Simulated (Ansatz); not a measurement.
# How the vibrations of Ag change with volume

Computed with DFT PBEsol, scalar-relativistic, plane waves, PAW in Ansatz. Cutoff 420 eV, 18×18×10 k-points (Γ-centred), Fermi-Dirac smearing of 0.15 eV. No spin polarisation. Phonons by linear response, acoustic sum rule imposed.

Relaxed structure:
```cif
data_structure
_symmetry_space_group_name_H-M 'P6_3/mmc'
_symmetry_Int_Tables_number 194
_cell_length_a 2.8642
_cell_length_b 2.8642
_cell_length_c 4.7003
_cell_angle_alpha 90.000
_cell_angle_beta 90.000
_cell_angle_gamma 120.000
_cell_volume 33.39
loop_
_atom_site_label
_atom_site_type_symbol
_atom_site_symmetry_multiplicity
_atom_site_Wyckoff_symbol
_atom_site_fract_x
_atom_site_fract_y
_atom_site_fract_z
_atom_site_occupancy
Ag1 Ag 2 c 0.33333 0.66667 0.25000 1
```

In a metal, frequencies depend on the k mesh and the smearing, soft modes most.

Cells at 0.98 and 1.02 times the equilibrium volume were relaxed in shape and atoms; γ = −d ln ν / d ln V, modes matched by rank.

(1) Give the optical frequencies at Γ (cm⁻¹) at the three volumes and the mode Grüneisen parameters.

(2) What pressures hold the two strained cells, and what bulk modulus follows?

Answers

(1)
```tsv
0.98 V	V	1.02 V	γ	degeneracy
74	71	68	2.13	2
186	176	166	2.75	1
```

(2) 2.51 GPa at 0.98 V and -2.21 GPa at 1.02 V, so B = −dP/d ln V ≈ 118 GPa.

This form isn't the element's structure at ambient conditions.

Cost: 6 runs of about 3.6 core-minutes in all, on Intel Xeon 6975P-C (Granite Rapids) (shared hosts).